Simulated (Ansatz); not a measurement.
**SiO₂ — 17O nuclear quadrupole resonance**

Cell: a structure deposited in the COD, taken as it stands.

```
Si O
1.0
     4.96400    0.00000    0.00000
     0.00000    4.96400    0.00000
     0.00000    0.00000    6.92000
Si O
4 8
Direct
  0.30000 0.30000 0.00000
  0.20000 0.80000 0.25000
  0.70000 0.70000 0.50000
  0.80000 0.20000 0.75000
  0.24500 0.10000 0.17500
  0.40000 0.74500 0.42500
  0.75500 0.90000 0.67500
  0.60000 0.25500 0.92500
  0.74500 0.40000 0.57500
  0.90000 0.75500 0.32500
  0.25500 0.60000 0.07500
  0.10000 0.24500 0.82500
```

Sites (sets of like atoms) are named by element and the number of their first atom in this list.

Level of theory: DFT, PBE, plane waves and PAW, scalar-relativistic, 420 eV cutoff, Γ-centred 5×5×4 k-points, Fermi–Dirac smearing 0.02 eV (Ansatz 0.2.0).

17O: I = 5/2, Q = -25.58 mb (year-2017 value). Static lattice, zero field.

Problem. The simulated lines lie at 0.838, 1.65 MHz. What are |C_Q|, η and |V_zz| at O?

Solution. For I = 5/2 and η = 0 the lines are 3|C_Q|/20 and twice that; η pulls their ratio below 2. Here |C_Q| = 5.52 MHz, η = 0.11 and |V_zz| = 8.92 × 10²¹ V/m². The calculation gives V_zz positive; the lines don't show the sign. The site has 2 Si at 1.59 Å, angle 149°.

At O V_zz runs parallel to the line that joins its two neighbours (within 2°).

The calculated pressure of 11 GPa (PBE) comes largely from the unrelaxed atoms: it is 1.3 GPa once they are relaxed in the same cell. The largest force is 0.8 eV/Å, so the atoms aren't at the calculated equilibrium and relaxing them would move these values.
